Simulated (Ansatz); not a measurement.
The elements of this relaxed trial crystal are hidden behind letters.

```
lattice vectors (Å)
   2.7400    0.0000    0.0000
  -1.3700    2.3729    0.0000
   0.0000    0.0000   22.1165
fractional positions
X 0.3333 0.6667 0.7500
X 0.3333 0.6667 0.1496
X 0.3333 0.6667 0.3504
X 0.6667 0.3333 0.8504
X 0.6667 0.3333 0.2500
X 0.6667 0.3333 0.6496
Z 0.3333 0.6667 0.9500
Z 0.3333 0.6667 0.5500
Z 0.6667 0.3333 0.0500
Z 0.6667 0.3333 0.4500
```

Method: DFT PBE, scalar-relativistic, plane waves, PAW in Ansatz. Cutoff 420 eV, Γ-centred 18×18×2 mesh (10-atom cell), Gaussian smearing of 0.10 eV, no spin polarisation.

- Space group: P6_3/mmc (No. 194)
- Conventional cell: a = 2.740 Å, c = 22.116 Å
- Volume per atom: 14.38 Å³
- Density: 18.07 g/cm³
- Energy over the elements: +0.05 eV/atom
- Gap on the 18×18×2 mesh of the 10-atom cell: 0 eV (a metal)

Energies are uncorrected and count from the elements' standard states at the same level.

Question: X is a d-block element of period 6 and Z is a d-block element of period 5. Which elements are they?

Answer: X = Ir, Z = Rh, so the formula is Ir3Rh2. Density times volume gives a mean mass of 18.07 × 14.38/1.6605 = 156.5 u per atom, and this set has 156.5 u. Around Ir on a site of symmetry -6m2 lie 12 Ir at 2.73–2.74 Å; around Ir on a site of symmetry 3m lie 3 Rh at 2.71 Å and 9 Ir at 2.73–2.74 Å; around Rh lie 3 Ir at 2.71 Å and 9 Rh at 2.72–2.74 Å. Other sets within the hints have nearly the same mass, so mass alone doesn't settle it; this one was computed.

Spin–orbit coupling, which can matter for Ir, is left out. A structure relaxed within its symmetry needn't be a true minimum.
